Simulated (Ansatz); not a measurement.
# Band table of Li

```
Li
1.0
     3.10060    0.00000    0.00000
    -1.55030    2.68520    0.00000
     0.00000    0.00000    5.07597
Li
2
Direct
  0.33333 0.66667 0.25000
  0.66667 0.33333 0.75000
```

Atom numbers follow the list: Li1, Li2.

Structure: COD 9011003, as refined from experiment and not relaxed. The listed cell was then made from it by scaling, straining or moving an atom.

The calculation used DFT, PBEsol, all-electron LAPW, scalar-relativistic in Ansatz 0.2.0.

The runs use a Γ-centred 15×15×8 k mesh, Fermi–Dirac smearing of 0.03 eV, basis error target 0.25 meV/atom, no spin polarisation.

Path points, in fractions of the reciprocal vectors: Γ (0.000, 0.000, 0.000), M (0.500, 0.000, 0.000), K (0.333, 0.333, 0.000), A (0.000, 0.000, 0.500), L (0.500, 0.000, 0.500), H (0.333, 0.333, 0.500). Levels in eV from the Fermi level; bands 3 to 5, counted from the lowest band of the run. The gap is zero.

```
# k(1/Å) point b3 b4 b5
0.000 Γ -3.51 -0.01 2.76
0.234 - -3.35 0.19 2.83
0.468 - -2.88 0.81 2.99
0.702 - -2.10 1.82 2.97
0.936 - -1.03 2.07 3.22
1.170 M -0.07 0.99 4.57
1.305 - 0.00 1.05 4.63
1.440 - 0.19 1.20 4.84
1.575 - 0.51 1.45 4.21
1.710 - 0.93 1.78 3.04
1.845 K 1.28 2.17 2.17
2.116 - -0.15 2.93 3.26
2.386 - -1.62 2.43 3.22
2.656 - -2.67 1.08 3.06
2.926 - -3.30 0.26 2.85
3.196 Γ -3.51 -0.01 2.76
3.320 - -3.47 -0.27 3.12
3.444 - -3.33 -0.81 3.98
3.568 - -3.12 -1.40 5.08
3.692 - -2.81 -1.94 6.34
3.815 A -2.42 -2.42 7.72
4.049 - -2.26 -2.26 7.79
4.283 - -1.78 -1.78 7.79
4.517 - -0.99 -0.99 6.31
4.751 - 0.01 0.01 4.38
4.985 L 0.68 0.68 3.36
5.120 - 0.75 0.75 3.37
5.255 - 0.95 0.95 3.37
5.391 - 1.28 1.28 3.30
5.526 - 1.73 1.73 3.04
5.661 H 2.12 2.12 2.70
5.931 - 0.87 0.87 4.07
6.201 - -0.52 -0.52 6.19
6.471 - -1.56 -1.56 7.89
6.742 - -2.20 -2.20 7.82
7.012 A -2.42 -2.42 7.72
```
